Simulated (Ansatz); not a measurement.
A trial cell of Cd4SbO, before relaxation:

```xyz
6
Lattice="0.0000 4.0188 4.0188 4.0188 0.0000 4.0188 4.0188 4.0188 0.0000" Properties=species:S:1:pos:R:3 pbc="T T T"
Cd    1.0954    1.0954    1.0954
Cd    2.9234    2.9234    1.0954
Cd    2.9234    1.0954    2.9234
Cd    1.0954    2.9234    2.9234
Sb    6.0281    6.0281    6.0281
O     2.0094    2.0094    2.0094
```

Computed with DFT PBE, scalar-relativistic, plane waves, PAW (Ansatz). Cutoff 420 eV, Gaussian smearing, Γ-centred meshes. Cell and atoms relax first on a coarse mesh and then on a finer one. In between, the cell is made exact in the group found at 0.06 Å. In metals the finer mesh still leaves noise of several meV/atom or more. The steps can't lower the symmetry of their start. No spin polarisation.

A guess keeps its type if space group and coordination stay and the shape of the cell changes little (axis ratios within about 15 %, angles within 6°); the volume may change.

Question: Does this structure survive the relaxation?

Answer: It keeps its type. The symmetry stays F-43m (No. 216). The volume per atom grows by 39.5 %, from 21.6 to 30.2 Å³. The shortest distance goes from 1.58 Å (Cd–O) to 2.15 Å (Cd–O). Counting neighbours within 15 % of an atom's shortest distance, the start has Cd 1, O 4, Sb 12 and the end Cd 1, O 4, Sb 12.

The last run used an 8×8×8 mesh for its 6-atom cell and Gaussian smearing of 0.10 eV. Spin–orbit coupling, which can matter for Sb, is left out. The cell is a metal run without spin; a magnetic state may lie lower. Symmetry constrained the relaxation, so the result can be a saddle point. Another cell of Cd4SbO relaxed alike, in P4/mmm, lies 39 meV/atom lower, so this cell isn't the stable form at this level.
